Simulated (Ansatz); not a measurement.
Nb:
```yaml
crystal:
  lattice:
    - [-1.65120, 1.65120, 1.65120]
    - [1.65120, -1.65120, 1.65120]
    - [1.65120, 1.65120, -1.65120]
  atoms:
    - { symbol: Nb, position: [0.00000, 0.00000, 0.00000] }
```

Relaxed with r²SCAN.

### Question
Map the valence electron density (e/Å³), cut off at 4 on the plane through (0.000, 0.000, 0.000) spanned by u = [1, 1, 0] and v = [1, -1, 0] in lattice vectors, from the program Ansatz at the r²SCAN level (PAW).

### Answer
x is the fraction of u, y of v (the angle between them is 90°; rows are the nearest grid lines); atoms in the plane: Nb at (0.00, 0.00), Nb at (0.50, 0.50).
```
y \ x   0.000  0.118  0.176  0.294  0.353  0.471  0.529  0.647  0.706  0.824  0.882   1.00
------  -----  -----  -----  -----  -----  -----  -----  -----  -----  -----  -----  -----
1.00     4.00   4.00   3.55  0.636  0.311  0.211  0.211  0.311  0.636   3.55   4.00   4.00
0.913    4.00   3.87   2.38  0.477  0.285  0.216  0.216  0.285  0.477   2.38   3.87   4.00
0.826    1.53   1.02  0.651  0.304  0.257  0.235  0.235  0.257  0.304  0.651   1.02   1.53
0.783   0.586  0.461  0.372  0.278  0.268  0.271  0.271  0.268  0.278  0.372  0.461  0.586
0.696   0.247  0.253  0.269  0.403  0.562  0.914  0.914  0.562  0.403  0.269  0.253  0.247
0.609   0.218  0.246  0.328   1.29   2.48   4.00   4.00   2.48   1.29  0.328  0.246  0.218
0.522   0.209  0.255  0.414   2.49   4.00   4.00   4.00   4.00   2.49  0.414  0.255  0.209
0.478   0.209  0.255  0.414   2.49   4.00   4.00   4.00   4.00   2.49  0.414  0.255  0.209
0.391   0.218  0.246  0.328   1.29   2.48   4.00   4.00   2.48   1.29  0.328  0.246  0.218
0.304   0.247  0.253  0.269  0.403  0.562  0.914  0.914  0.562  0.403  0.269  0.253  0.247
0.217   0.586  0.461  0.372  0.278  0.268  0.271  0.271  0.268  0.278  0.372  0.461  0.586
0.174    1.53   1.02  0.651  0.304  0.257  0.235  0.235  0.257  0.304  0.651   1.02   1.53
0.0870   4.00   3.87   2.38  0.477  0.285  0.216  0.216  0.285  0.477   2.38   3.87   4.00
0.000    4.00   4.00   3.55  0.636  0.311  0.211  0.211  0.311  0.636   3.55   4.00   4.00
```

The density is the valence pseudo-density with augmentation charge, so density and ELF within about 1 Å of a nucleus are not all-electron values.

Space group Im-3m (bcc (W type)). The cell was relaxed with r²SCAN under the symmetry of its start. No spin polarisation was allowed.

Potentials: the earlier of the program's two PAW sets.
